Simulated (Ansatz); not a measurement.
## Ta$_{2}$O$_{5}$: random displacements

All numbers below come from Ansatz 0.2.0, DFT PBEsol, scalar-relativistic, plane waves, PAW. Settings: plane waves to 420 eV, k-mesh 8×8×6 (Γ-centred), Gaussian smearing 0.05 eV. Spin–orbit coupling is left out, which matters for the heavy elements here. No spin polarisation. Energies are free energies at this smearing, counted from the undisturbed cell; pressure is positive in compression.

Zero of the scan (relaxed at this level; it needn't be the usual structure):

```
Ta O
1.0
     2.96215   -2.53804    0.01669
     2.96215    2.53804    0.01669
    -2.67881    0.00000    5.08728
Ta O
2 5
Direct
  0.23121 0.15097 0.29223
  0.84903 0.76879 0.70777
  0.63319 0.22416 0.65148
  0.24127 0.11195 0.95631
  0.27240 0.72760 0.50000
  0.88805 0.75873 0.04369
  0.77584 0.36681 0.34852
```

After a displacement of all atoms with no net shift and a strain of the cell, the run gives ΔE = 131.1 meV/atom; stress (xx, yy, zz, yz, xz, xy; compression positive) (1.87, 9.65, -9.68, -0.46, 4.57, 1.38) GPa; gap on the mesh 1.79 eV.

| atom | Fx (eV/Å) | Fy | Fz |
| --- | --- | --- | --- |
| Ta1 | 0.957 | 0.627 | -3.330 |
| Ta2 | -0.043 | -2.454 | 3.941 |
| O3 | 1.886 | 2.294 | -0.020 |
| O4 | -0.869 | -0.243 | 2.063 |
| O5 | -3.226 | 1.180 | -1.457 |
| O6 | -0.114 | -0.301 | -0.993 |
| O7 | 1.410 | -1.102 | -0.204 |

(1) Which displacements (Å, in the unstrained cell) and strain were applied?

## Answers

(1)
```csv
atom,ux,uy,uz
Ta1,-0.06,-0.01,0.06
Ta2,0.04,0.03,-0.07
O3,-0.06,-0.08,-0.03
O4,0.02,0.06,-0.08
O5,0.08,-0.05,0.06
O6,0.06,0.02,0.04
O7,-0.08,0.03,0.02
```
Strain (Voigt, engineering shear): (0.0113, 0.0081, 0.0087, -0.0023, -0.0224, 0.0413).

Cost: 1 run of about 0.93 core-minutes, on Intel Xeon Platinum 8259CL (Skylake/Cascade Lake) (shared hosts).